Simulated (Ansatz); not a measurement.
MoN2: an elastic constant from a strain scan

Theory: DFT PBE, scalar-relativistic, plane waves, PAW (Ansatz). Cutoff 420 eV, Γ-centred 12×12×18 k-points, Gaussian smearing of 0.15 eV. No spin polarisation. Energies are free energies at this smearing, counted from the undisturbed cell; pressure is positive in compression.

Zero of the scan (relaxed at this level; with this scan's settings it stands at 0.1 GPa; it needn't be the usual structure):

```
Mo N
1.0
     4.33306    0.00000    0.00000
     0.00000    4.33306    0.00000
     0.00000    0.00000    2.75189
Mo N
2 4
Direct
  0.50000 0.50000 0.00000
  0.00000 0.00000 0.00000
  0.88790 0.38790 0.50000
  0.11210 0.61210 0.50000
  0.38790 0.11210 0.50000
  0.61210 0.88790 0.50000
```

The cell is strained by ε times the Voigt pattern (1, -1, 0, 0, 0, 0) (xx, yy, zz, yz, xz, xy; engineering shear) with fractional coordinates fixed. The cell holds 6 atoms in V0 = 51.67 Å³. The stress column is τ = (1/V0) dE/dε, got from the stress tensor σ (compression positive) at each point as −det(1 + εP) σ : P(1 + εP)⁻¹, with P the pattern as a tensor.

| ε | ΔE (meV/atom) | τ (GPa) |
| --- | --- | --- |
| -0.1312 | 478.423 | -125.979 |
| -0.1125 | 358.159 | -113.339 |
| -0.0937 | 250.781 | -98.328 |
| -0.0750 | 161.242 | -79.559 |
| -0.0562 | 90.754 | -59.922 |
| -0.0375 | 40.436 | -40.146 |
| -0.0187 | 10.038 | -20.004 |
| 0.0000 | 0.000 | 0.000 |
| 0.0187 | 10.038 | 20.004 |
| 0.0375 | 40.436 | 40.146 |
| 0.0562 | 90.754 | 59.922 |
| 0.0750 | 161.242 | 79.559 |
| 0.0937 | 250.781 | 98.328 |
| 0.1125 | 358.159 | 113.339 |
| 0.1312 | 478.423 | 125.979 |
| 0.1500 | ? | ? |

Problem. Which combination of elastic constants does this scan measure, and how large is it?

Solution. For small ε, τ = τ0 + Kε with K = pᵀCp, which for this pattern is C11 + C22 − 2 C12 in the Cartesian frame shown. The parabola through τ at ε = -0.0187, 0 and 0.0187 has slope K = 1070 GPa at zero. The energies per cell, E = NΔE, of the same two points give K = 2[E(ε₊)/ε₊ − E(ε₋)/ε₋]/[(ε₊ − ε₋)V0] = 1068 GPa, in agreement. These are clamped-ion values.

Problem. Predict the withheld row at ε = 0.1500 from the harmonic law, and compare.

Solution. ΔE = V0(τ0 ε + Kε²/2)/N = 646.835 meV/atom and τ = 160.46 GPa. The calculation gives 612.064 meV/atom and 138.40 GPa: the energy lies 5 % below the harmonic value.

Forces appear on the atoms along this scan, and letting them relax would lower the energy and soften the response. In a metal these slopes depend on the k mesh and the smearing.

Cost: 9 runs of about 2.4 core-minutes in all, on Intel Xeon 6975P-C (Granite Rapids) (shared hosts).